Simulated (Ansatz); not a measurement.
A 5-atom cell of Ba2RuN2 (I4/mmm) from a materials database was relaxed with 4 functionals in Ansatz, cell and atoms free, the symmetry of the start kept (meshes: PBE 8×8×8, r2SCAN 8×8×8, PBEsol 8×8×8, LDA 8×8×8). Calculated for a static, non-magnetic cell.

The r2SCAN result:
```
CELL_PARAMETERS angstrom
-2.08369 2.08369 6.53783
2.08369 -2.08369 6.53783
2.08369 2.08369 -6.53783
ATOMIC_POSITIONS crystal
Ba 0.13872 0.13872 0.00000
Ba 0.86128 0.86128 0.00000
Ru 0.50000 0.50000 0.00000
N 0.63828 0.63828 0.00000
N 0.36172 0.36172 0.00000
```

The symmetry is I4/mmm (No. 139, tetragonal); a = 4.167 Å, c = 13.076 Å in the conventional setting, 22.71 Å³ an atom. Ba is surrounded by 5 N at 2.92–2.95 Å; Ru is surrounded by 2 N at 1.81 Å; N is surrounded by 1 Ru at 1.81 Å and 5 Ba at 2.92–2.95 Å.

Task: Order the functionals by the relaxed volume, smallest first.
A. PBEsol
B. PBE
C. LDA
D. r2SCAN

Result: C (21.16 Å³/atom), A (21.82 Å³/atom), D (22.71 Å³/atom), B (22.93 Å³/atom).

Task: How does the cell change with PBEsol?

Result: a = 4.101 Å, c = 12.970 Å; the volume differs by -3.9 % from r2SCAN's. Ba is surrounded by 5 N at 2.89–2.90 Å; Ru is surrounded by 2 N at 1.80 Å; N is surrounded by 1 Ru at 1.80 Å and 5 Ba at 2.89–2.90 Å.

Task: How does the cell change with LDA?

Result: a = 4.059 Å, c = 12.844 Å; the volume differs by -6.8 % from r2SCAN's. Ba has 5 N at 2.85–2.87 Å; Ru has 2 N at 1.79 Å; N has 1 Ru at 1.79 Å and 5 Ba at 2.85–2.87 Å.

Task: Held at the r2SCAN cell, what mean stress do LDA and PBE find, and does its sign point to their own minimum?

Result: Yes. LDA -4.74 GPa, and its relaxed volume is -6.8 % from r2SCAN's; PBE +0.83 GPa, and its relaxed volume is +1.0 % from r2SCAN's. Compression counts positive, so a positive stress asks for a larger cell.
